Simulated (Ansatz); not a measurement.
An Ansatz input:

```yaml
crystal:
  lattice:
    - [2.7052972923, 0.0, 0.0]
    - [-1.3526486461, 2.3428561799, 0.0]
    - [0.0, 0.0, 4.3910547252]
  atoms:
    - { symbol: Ir, position: [0.3333333333, 0.6666666667, 0.25] }
    - { symbol: Ir, position: [0.6666666667, 0.3333333333, 0.75] }
hamiltonian:
  xc: lda
  pseudopotentials:
    kind: paw_fr
    azcp:
      Ir: "pseudopotentials/Ir.paw.azcp"
basis:
  ecutwfc: 420
  fft_grid_basis: typed
kpoints:
  mp_grid: { grid: [13, 13, 7], shift: [0, 0, 0] }
magnetization:
  noncollinear: true
  spin_orbit: true
scf:
  occupations: { method: fermi_dirac, width: 0.1 }
```

and its output:

```
Warning: the record states the generating functional pbe (its physics header spells it `PBE`), which answers neither for hamiltonian.xc's functional nor for the lda family's — results may be inconsistent (PPs are generated against a specific XC)
Engine: ansatz 0.2.0, x86_64-unknown-linux-gnu
Pseudopotentials: kind: paw_fr
Pseudopotential: Ir, paw_fr, valence charge 17, recommended cutoff 420 eV (normal) 
Functional definition: SPW92
  exchange = slater_x
  correlation = pw_c
non-collinear run that drives no moment, with spin-orbit: no starting moment large enough to seed its density (crystal.atoms[].spin), no starting occupations that ask for one, no magnetisation constraint and no magnetic field, so the semilocal B_xc is pinned to zero
Crystal: 2 atoms, lattice volume = 27.831 Å³
Basis set: ecut = 420 eV, 549 PW (Γ)
Bands: 42, of which v1, the nominal top of the filled ones, is band 34 counted from 1 (33 counted from 0)
Symmetry: 24 space group operations + 24 with time reversal
Magnetic group: BNS 194.264 (UNI 1494), of the structure as read, at distance tolerance 3.0e-5 Å
k-points: 84 of 1183
Projection manifold: j_resolved (fully-relativistic pseudo-atomic orbitals)
Non-local potential: Ir, projectors of the file, l = 0: 3, l = 1: 4, l = 2: 4, l = 3: 2
PAW form: soft (Blöchl's): semilocal exchange-correlation on the pseudo side does not see the compensation charge
PAW frozen core: Ir, regenerated for the run's functional, and the local potential with it (the file was generated under x = pbe(κ = 0.804, μ = 0.2195149727645171), c = pbe(β = 0.06672455060314922))
PAW one-centre angular grid: Ir, 590 points (default); XC on 64 Gauss nodes
Initial density: superposition of atomic densities (chi_scale 0.1, normalization cell)
Initial wavefunctions: pseudopotential atomic-orbital guess
Functional: x = slater, c = lda
SCF iter   1: F=—  HF=-23388.075942 eV  |F-HF|=—  |Δ(HF+E_count)|=         —  Δρ=4.33e-2  dr2=4.36e-1  dr2_m=0.00e0 (ungated)  ethr=3.10e-3  |M|=0.00e0 ∫|m|=0.00e0 μB  |m|>n=0.0e0 m-floor=0.0e0 τ_xc=0.0e0  β_m=0.30  ⟨swp⟩=6.9  Hψ=7822  notcnv=0  defer=6
SCF iter   2: F=—  HF=-23387.983788 eV  |F-HF|=—  |Δ(HF+E_count)|=   9.22e-2  Δρ=3.10e-2  dr2=2.16e-1  dr2_m=0.00e0 (ungated)  ethr=1.28e-3  |M|=0.00e0 ∫|m|=0.00e0 μB  |m|>n=0.0e0 m-floor=0.0e0 τ_xc=0.0e0  β_m=0.65  ⟨swp⟩=1.8  Hψ=2195  notcnv=0  defer=18
SCF iter   3: F=—  HF=-23387.900758 eV  |F-HF|=—  |Δ(HF+E_count)|=   8.30e-2  Δρ=2.41e-3  dr2=6.38e-4  dr2_m=0.00e0 (ungated)  ethr=6.35e-4  |M|=0.00e0 ∫|m|=0.00e0 μB  |m|>n=0.0e0 m-floor=0.0e0 τ_xc=0.0e0  β_m=0.78  ⟨swp⟩=2.0  Hψ=2788  notcnv=0  defer=26
SCF iter   4: F=—  HF=-23387.901175 eV  |F-HF|=—  |Δ(HF+E_count)|=   4.17e-4  Δρ=5.41e-4  dr2=6.72e-5  dr2_m=0.00e0 (ungated)  ethr=1.88e-6  |M|=0.00e0 ∫|m|=0.00e0 μB  |m|>n=0.0e0 m-floor=0.0e0 τ_xc=0.0e0  β_m=0.76  ⟨swp⟩=2.0  Hψ=3062  notcnv=0  defer=26
SCF iter   5: F=—  HF=-23387.901157 eV  |F-HF|=—  |Δ(HF+E_count)|=   1.79e-5  Δρ=5.54e-5  dr2=3.81e-7  dr2_m=0.00e0 (ungated)  ethr=1.98e-7  |M|=0.00e0 ∫|m|=0.00e0 μB  |m|>n=0.0e0 m-floor=0.0e0 τ_xc=0.0e0  β_m=0.72  ⟨swp⟩=2.0  Hψ=2497  notcnv=0  defer=26
SCF iter   6: F=-23387.901157 eV  HF=-23387.901157 eV  |F-HF|=5.93e-9  |Δ(HF+E_count)|=   2.56e-8  Δρ=1.21e-5  dr2=1.81e-8  dr2_m=0.00e0 (ungated)  ethr=2.94e-10  |M|=0.00e0 ∫|m|=0.00e0 μB  |m|>n=0.0e0 m-floor=0.0e0 τ_xc=0.0e0  ⟨swp⟩=2.9  Hψ=3820  notcnv=0
SCF 1 converged in 6 iterations: F = -23387.901157 eV  dr2 = 1.81e-8
SCF converged after 6 iterations
Magnetization: |M| = 0.0000 μB,  M = (+0.0000, +0.0000, +0.0000) μB
Absolute magnetization: 0.0000 μB (∫|m|)
  site 0: m = (+0.0000, +0.0000, +0.0000) μB, |m| = 0.0000 μB  (R = 1.11 Å)
  site 1: m = (+0.0000, +0.0000, +0.0000) μB, |m| = 0.0000 μB  (R = 1.11 Å)
Free energy (F): -23387.901157 eV
Harris-Foulkes:  -23387.901157 eV  (|F-HF|=5.93e-9)
Internal energy: -23387.823092 eV  (E = F + TS)
E sigma→0 (E₀):  -23387.862125 eV
Entropy (-TS):   -0.078065 eV (-39.032 meV/atom)
Fermi energy:    26.209508 eV
--- Per-component energies (eV) ---
  E_band       = -169.670439
  E_kinetic    = 1247.885492
  E_local      = -2099.889362  (includes V_loc(G=0)·N_el)
  E_nonlocal   = 143.356502
  E_hartree    = 805.351045
  E_xc         = -533.462780
  E_vxc        = -600.785615  (∫ρ·V_xc dr)
  E_paw        = -17954.988276  (= ΣΔE_a)
  E_vpaw       = -470.932870  (= ΣTr[D̂ρ^β])
  E_aug_tail   = 0.000093  (compensation charges beyond the density's cutoff)
  E_ewald      = -4996.917000
  E_core_change = 0.841193  (= ΣΔE_core)
  E_smearing   = -0.078065  (= −TS)
  E_closure    = 0.000000  (closes the sum)
  Σ components = -23387.901157   (vs F -23387.901157, Δ=0.00e0)
```
